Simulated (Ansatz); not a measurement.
**Property card for ZnO₂**

ZnO$_{2}$:
Space group Pa-3 (No. 205); a = 4.8689 Å, b = 4.8689 Å, c = 4.8689 Å, α = 90.00°, β = 90.00°, γ = 90.00°

| atom | site | symmetry | x | y | z |
|---|---|---|---|---|---|
| Zn | 4a | .-3. | 0.0000 | 0.0000 | 0.0000 |
| O | 8c | .3. | 0.4125 | 0.4125 | 0.4125 |

Space group Pa-3 (No. 205); conventional cell a = 4.8689 Å, b = 4.8689 Å, c = 4.8689 Å, α = 90.00°, β = 90.00°, γ = 90.00°.

Method: PBEsol (plane waves, PAW; program Ansatz). Structure relaxed to zero pressure with the same functional. Other levels are named where they apply.

**Cell and energy**

Volume per atom: 9.62 Å³
Density: 5.60 g/cm³
Formation energy from the elements (no fitted shifts): -0.76 eV/atom

**Electronic structure**

Band gap: 2.22 eV (indirect)
Valence-band maximum: at Γ
Conduction-band minimum: on the Γ–R line, 36 % of the way from Γ (8 equivalent valleys)
Smallest direct gap on the standard path: 2.36 eV
Electron effective mass: 0.69, 3.1, 3.1 mₑ (principal values)
Hole effective mass, band 1 of 2 at the edge: 5.6 along [100], 1.7 along [110], 1.0 along [111] (mₑ)
Hole effective mass, band 2 of 2 at the edge: 0.57 along [100], 0.74 along [110], 1.0 along [111] (mₑ)
HSE06 gap on the PBEsol cell: 4.49 eV

**Mechanics**

* **Bulk modulus (Birch–Murnaghan fit)**: 158 GPa
* **Pressure derivative B′**: 4.7
* **Elastic constants (relaxed ions, GPa)**: C11 = 247, C12 = 114, C44 = 68.7
* **Mechanical stability**: stable (all eigenvalues of C positive)
* **Hill bulk and shear moduli**: 159 and 67.8 GPa
* **Young's modulus**: 178 GPa
* **Poisson's ratio**: 0.31
* **Debye temperature from the elastic constants**: 545 K

**Dielectric response**

- Electronic dielectric constant ε∞ (DFPT): 4.24
- Static dielectric constant ε0 (ions relaxed, cell fixed): 10.6
- Born charges (a third of the trace): Zn +2.35, O -1.17 e

**Phonons**

* **Highest zone-centre frequency (without LO–TO term)**: 107.6 meV
* **Zone-centre stability**: no imaginary mode at Γ
* **Dynamical stability on the path**: stable (no imaginary branch)
* **Zero-point energy**: 65.5 meV/atom
* **Vibrational entropy at 300 K**: 19.7 J/(K·mol of atoms)

The first step of the workflow began from a Materials Project structure, measured or hypothetical; the Crystallography Open Database copy checked does not list it. Its standing as an ambient phase is unchecked. The cell was relaxed with PBEsol under the symmetry of its start. The references are the lowest solids computed at this level, not always the standard phases (solids in place of the gases).

Potentials: the later of the program's two PAW sets.
